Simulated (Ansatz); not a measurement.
## Relaxation of Ti$_{2}$Ag

Theory: DFT PBEsol, scalar-relativistic, plane waves, PAW in Ansatz. Settings: 420 eV cutoff, 12×12×4 k-mesh, Gaussian smearing of 0.10 eV, no spin polarisation.

What was changed: uniaxial strain along c, with a, b and atoms relaxed: -1.5 %.

Input:

```yaml
crystal:
  lattice:
    - [2.9074822511, 0.0, 0.0]
    - [0.0, 2.9074822511, 0.0]
    - [0.0, 0.0, 11.6879384661]
  atoms:
    - { symbol: Ti, position: [0.0, 0.0, 0.3284316206] }
    - { symbol: Ti, position: [0.5, 0.5, 0.1715683794] }
    - { symbol: Ti, position: [0.5, 0.5, 0.8284316206] }
    - { symbol: Ti, position: [0.0, 0.0, 0.6715683794] }
    - { symbol: Ag, position: [0.0, 0.0, 0.0] }
    - { symbol: Ag, position: [0.5, 0.5, 0.5] }
basis:
  ecutwfc: 420
kpoints:
  mp_grid: { grid: [12, 12, 4] }
hamiltonian:
  xc: pbesol
scf:
  occupations: { method: gaussian, width: 0.1 }
output:
  forces: true
  stress: true
  eigenvalues: true
relax:
  adjacent_minimum: "off"
  f_tol: 0.008
  max_steps: 40
  cell: { stress_tol: 0.05, fix: [c, angles] }
```

F is the free energy. Steps run on the plane waves of an earlier cell, but the last one, and at times one on the way, on a freshly chosen basis, so a repeated geometry can differ a little in energy. The held parts of the cell keep their stress, so P needn't end at zero.

Steps:

| step | F − F(1) (eV) | largest force component (eV/Å) | V (Å³/atom) | P (GPa) |
| --- | --- | --- | --- | --- |
| 1 | 0.0000 | 0.050 | 16.467 | 1.13 |
| 2 | -0.0008 | 0.021 | 16.650 | -0.31 |
| 3 | -0.0018 | 0.002 | 16.572 | 0.28 |
| 4 | -0.0019 | 0.002 | 16.572 | 0.28 |

Relaxed structure:

```cif
data_structure
_symmetry_space_group_name_H-M 'P 1'
_symmetry_Int_Tables_number 1
_cell_length_a 2.9168
_cell_length_b 2.9168
_cell_length_c 11.6879
_cell_angle_alpha 90.000
_cell_angle_beta 90.000
_cell_angle_gamma 90.000
_cell_volume 99.43
loop_
_atom_site_label
_atom_site_type_symbol
_atom_site_fract_x
_atom_site_fract_y
_atom_site_fract_z
_atom_site_occupancy
Ti1 Ti 0.00000 0.00000 0.32868 1
Ti2 Ti 0.50000 0.50000 0.17132 1
Ti3 Ti 0.50000 0.50000 0.82868 1
Ti4 Ti 0.00000 0.00000 0.67132 1
Ag1 Ag 0.00000 0.00000 0.00000 1
Ag2 Ag 0.50000 0.50000 0.50000 1
```

Symmetry: I4/mmm, No. 139, tetragonal system. The conventional cell has a = 2.917 Å, b = 2.917 Å, c = 11.688 Å, α = 90.00°, β = 90.00°, γ = 90.00°. Ti (site symmetry 4mm) is surrounded by 8 Ti at 2.76 to 2.92 Å and 4 Ag at 2.87 Å. Ag (site symmetry 4/mmm) is surrounded by 8 Ti at 2.87 Å and 4 Ag at 2.92 Å.

The run converged. The run took about 3 core-minutes.